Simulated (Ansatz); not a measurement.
## C: the gap against volume

C, P6_3/mmc, a = 2.510 Å, c = 8.280 Å. Ansatz: r2SCAN, PAW, 500 eV, Γ-centred 12×12×4 mesh on 8 atoms, Gaussian smearing 0.02 eV; no spin polarisation. Shape and atoms are relaxed at each volume; x = ln(V/V0) with V0 = 5.647 Å³/atom. The gap is read at the mesh points alone.

| x | gap y (eV) |
| --- | --- |
| -0.1278 | 5.120 |
| -0.0943 | 5.037 |
| -0.0619 | 4.955 |
| -0.0305 | 4.877 |
| 0.0000 | 4.799 |
| 0.0296 | 4.723 |
| 0.0583 | 4.651 |
| 0.0953 | ? |

Fit a straight line to the other rows, give the volume deformation potential of the gap and its pressure coefficient, and predict the missing gap. B0 = 450.8 GPa.

Means x = -0.03237, y = 4.8803; Σ(Δx)² = 0.02693, ΣΔxΔy = -0.06796; the slope is their ratio. y = 4.7986 − 2.5239 x. The slope is the deformation potential a = dE_g/d ln V = -2.52 eV, and dE_g/dP = −a/B0 = 5.60 meV/GPa. At x = 0.0953 the fit asked for gives 4.558 eV. The run gave 4.556 eV, so the fit is 0.002 eV too high, a small miss on the scale of the series.

Semilocal functionals give gaps under the measured ones; changes of the gap mostly carry over better.